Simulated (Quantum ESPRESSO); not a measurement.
# Band energies of GaAlN2

```xyz
4
Lattice="3.1467 0.0000 0.0000 -1.5733 2.7251 0.0000 0.0000 0.0000 5.0982" Properties=species:S:1:pos:R:3 pbc="T T T"
N      1.5733     0.9084     0.5737
N      0.0000     0.0000     3.1973
Al     0.0000     0.0000     5.0958
Ga     1.5733     0.9084     2.5349
```

PBEsol (Quantum ESPRESSO, PseudoDojo norm-conserving, 84 Ry, no spin-orbit coupling); path ΓMKΓALHA,LM,KH; energies in eV from the valence-band maximum.

| k (1/Å) | point | band 9 | band 10 | band 11 | band 12 | band 13 | band 14 | band 15 | band 16 |
|---|---|---|---|---|---|---|---|---|---|
| 0.00 | Γ | -1.10 | -1.10 | -0.10 | 0.00 | 0.00 | 2.84 | 5.47 | 9.62 |
| 0.35 |  | -2.34 | -1.42 | -1.40 | -0.25 | -0.19 | 4.06 | 6.46 | 8.75 |
| 0.69 |  | -4.46 | -3.29 | -2.04 | -0.92 | -0.58 | 5.36 | 6.32 | 7.33 |
| 1.04 |  | -4.60 | -4.01 | -2.44 | -1.96 | -0.85 | 5.18 | 5.82 | 6.75 |
| 1.15 | M | -4.67 | -3.88 | -2.47 | -2.11 | -0.87 | 5.13 | 5.78 | 6.74 |
| 1.37 |  | -4.61 | -3.77 | -2.97 | -2.14 | -1.32 | 5.43 | 6.17 | 7.06 |
| 1.82 | K | -5.15 | -4.05 | -2.92 | -2.66 | -2.63 | 4.88 | 8.22 | 8.26 |
| 2.13 |  | -4.77 | -3.85 | -3.48 | -2.08 | -1.82 | 5.43 | 7.47 | 7.90 |
| 2.43 |  | -4.03 | -3.81 | -2.27 | -1.16 | -0.90 | 5.94 | 6.88 | 7.74 |
| 2.74 |  | -2.58 | -2.10 | -1.30 | -0.41 | -0.29 | 4.40 | 6.81 | 8.43 |
| 3.05 |  | -1.22 | -1.13 | -0.21 | -0.08 | -0.02 | 3.00 | 5.59 | 9.55 |
| 3.15 | Γ | -1.10 | -1.10 | -0.10 | 0.00 | 0.00 | 2.84 | 5.47 | 9.62 |
| 3.52 |  | -1.80 | -0.98 | -0.98 | -0.13 | -0.13 | 4.16 | 5.61 | 9.16 |
| 3.77 | A | -3.11 | -0.89 | -0.89 | -0.22 | -0.22 | 4.87 | 5.58 | 8.93 |
| 3.87 |  | -3.12 | -0.98 | -0.92 | -0.34 | -0.25 | 4.98 | 5.67 | 8.90 |
| 4.19 |  | -3.44 | -1.78 | -1.47 | -1.19 | -0.70 | 5.68 | 6.23 | 7.85 |
| 4.50 |  | -4.75 | -2.08 | -1.71 | -1.57 | -1.29 | 5.17 | 5.52 | 8.01 |
| 4.81 |  | -5.67 | -1.96 | -1.83 | -1.62 | -1.46 | 4.49 | 5.04 | 7.77 |
| 4.92 | L | -5.74 | -1.94 | -1.85 | -1.64 | -1.43 | 4.44 | 5.00 | 7.74 |
| 5.25 |  | -5.48 | -3.09 | -2.99 | -1.42 | -1.21 | 5.31 | 5.92 | 8.00 |
| 5.58 | H | -4.99 | -4.24 | -3.98 | -1.28 | -1.11 | 6.54 | 6.85 | 7.18 |
| 5.85 |  | -5.13 | -3.58 | -3.41 | -1.41 | -1.20 | 5.92 | 6.44 | 7.81 |
| 6.12 |  | -4.72 | -2.52 | -2.40 | -1.65 | -1.45 | 5.81 | 6.14 | 8.41 |
| 6.38 |  | -3.78 | -1.92 | -1.67 | -1.45 | -1.15 | 5.90 | 6.34 | 7.88 |
| 6.74 |  | -3.13 | -1.13 | -0.96 | -0.54 | -0.32 | 5.15 | 5.81 | 8.79 |
| 6.92 | A | -3.11 | -0.89 | -0.89 | -0.22 | -0.22 | 4.87 | 5.58 | 8.93 |
| 6.92 | L | -5.74 | -1.94 | -1.85 | -1.64 | -1.43 | 4.44 | 5.00 | 7.74 |
| 7.22 |  | -5.26 | -3.02 | -2.27 | -1.52 | -1.14 | 4.46 | 5.52 | 7.69 |
| 7.53 | M | -4.67 | -3.88 | -2.47 | -2.11 | -0.87 | 5.13 | 5.78 | 6.74 |
| 7.53 | K | -5.15 | -4.05 | -2.92 | -2.66 | -2.63 | 4.88 | 8.22 | 8.26 |
| 7.74 |  | -5.02 | -4.39 | -2.88 | -2.41 | -2.22 | 5.26 | 7.88 | 8.16 |
| 8.15 | H | -4.99 | -4.24 | -3.98 | -1.28 | -1.11 | 6.54 | 6.85 | 7.18 |

The PBEsol gap is direct, 2.84 eV at Γ.

Spin-orbit splittings are left out.

Geometry relaxed with PBEsol.

The structure is a Materials Project entry; no match was found in the copy of COD used, and its stability was not checked.
